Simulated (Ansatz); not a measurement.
Al2Au:
Space group Fm-3m (No. 225); a = b = c = 5.956 Å, α = β = γ = 90.00°

| atom | site | symmetry | x | y | z |
|---|---|---|---|---|---|
| Al | 8c | -43m | 0.2500 | 0.2500 | 0.2500 |
| Au | 4a | m-3m | 0.0000 | 0.0000 | 0.0000 |
(The calculation used a cell of 3 atoms; values per cell refer to that cell.)

Relaxed with LDA.

Question: Which orbitals make up the states near the Fermi level in LDA in the plane-wave PAW code Ansatz?

Answer: Within 0.5 eV of the Fermi level: Al 3p 73 %, Al 3s 9 %, Au 5d 6 %, outside the projected shells 10 %. Projections are on Löwdin-orthogonalised atomic valence shells; empty p or d shells of many metals are not among them.

Question: Tabulate the density of states.

Answer: States/eV per cell of 3 atoms, in 0.25 eV bins, energy from the Fermi level.

```tsv
E (eV)	total	Au 5d	Al 3p	Al 3s
-7.85	0.80	0.23	0.24	0.21
-7.60	0.88	0.37	0.20	0.21
-7.35	1.80	1.23	0.16	0.35
-7.10	5.19	3.49	0.61	1.02
-6.85	1.63	1.06	0.30	0.25
-6.60	4.54	3.68	0.65	0.17
-6.35	8.04	6.72	1.13	0.13
-6.10	3.38	3.00	0.29	0.02
-5.85	6.38	5.64	0.45	0.06
-5.60	8.99	8.15	0.40	0.06
-5.35	0.82	0.62	0.10	0.03
-5.10	0.56	0.27	0.14	0.09
-4.85	0.92	0.34	0.28	0.21
-4.60	1.16	0.36	0.40	0.29
-4.35	1.04	0.27	0.39	0.26
-4.10	0.74	0.15	0.31	0.18
-3.85	0.60	0.10	0.27	0.14
-3.60	0.74	0.13	0.34	0.18
-3.35	0.81	0.15	0.38	0.19
-3.10	0.82	0.14	0.41	0.19
-2.85	0.83	0.13	0.43	0.19
-2.60	0.82	0.12	0.44	0.18
-2.35	0.80	0.10	0.45	0.17
-2.10	1.17	0.14	0.78	0.16
-1.85	1.28	0.14	0.89	0.16
-1.60	1.23	0.13	0.86	0.15
-1.35	1.19	0.12	0.84	0.14
-1.10	1.14	0.10	0.81	0.13
-0.85	1.09	0.09	0.78	0.12
-0.60	1.05	0.08	0.76	0.11
-0.35	0.99	0.07	0.72	0.09
-0.10	0.94	0.06	0.69	0.08
0.15	0.89	0.05	0.66	0.07
0.40	0.71	0.04	0.50	0.06
0.65	0.52	0.03	0.35	0.05
0.90	0.42	0.02	0.26	0.04
1.15	0.34	0.02	0.21	0.04
1.40	0.36	0.03	0.16	0.09
1.65	0.59	0.07	0.16	0.27
1.90	0.87	0.10	0.24	0.41
2.15	1.13	0.11	0.34	0.48
2.40	1.37	0.11	0.47	0.52
2.65	1.79	0.12	0.66	0.66
2.90	2.02	0.11	0.79	0.75
3.15	1.35	0.07	0.55	0.44
3.40	0.75	0.03	0.31	0.17
3.65	0.57	0.02	0.22	0.08
3.90	1.78	0.09	0.80	0.45
4.15	2.38	0.14	1.36	0.42
4.40	1.78	0.10	1.10	0.25
4.65	1.51	0.07	0.93	0.20
```

Symmetry was held in the LDA relaxation; of distortions, only those at the zone centre were tested. Spin–orbit coupling is left out wherever it is not named.

Potentials: the earlier of the program's two PAW sets.
